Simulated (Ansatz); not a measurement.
CdSe:
```yaml
crystal:
  lattice:
    - [4.30094, 0.00000, 0.00000]
    - [-2.15047, 3.72472, 0.00000]
    - [0.00000, 0.00000, 14.04362]
  atoms:
    - { symbol: Cd, position: [0.00000, 0.00000, 0.00030] }
    - { symbol: Cd, position: [0.00000, 0.00000, 0.50030] }
    - { symbol: Cd, position: [0.66667, 0.33333, 0.75019] }
    - { symbol: Cd, position: [0.33333, 0.66667, 0.25019] }
    - { symbol: Se, position: [0.00000, 0.00000, 0.81271] }
    - { symbol: Se, position: [0.00000, 0.00000, 0.31271] }
    - { symbol: Se, position: [0.66667, 0.33333, 0.56243] }
    - { symbol: Se, position: [0.33333, 0.66667, 0.06243] }
```

The program Ansatz at the PBEsol level (PAW) gives a gap of 0.51 eV without spin–orbit coupling, maximum at Γ, minimum at Γ.

### Question
What happens when spin–orbit coupling is switched on?

### Answer
The gap drops by 0.12 eV, to 0.39 eV; maximum at Γ, minimum at Γ.

### Question
Give the electron effective mass with spin–orbit coupling.

### Answer
0.047 mₑ (isotropic).

### Question
Give the hole effective mass with spin–orbit coupling.

### Answer
0.078, 0.078, 1.4 mₑ (principal values).

Space group P6_3mc. The cell is a constructed one: a structure type filled with these elements. Its sites differ from those of the usual phase in this space group: another stacking or structure type. Symmetry was held in the PBEsol relaxation; whether a distortion lowers the energy is not shown.

Potentials: the later of the program's two PAW sets.
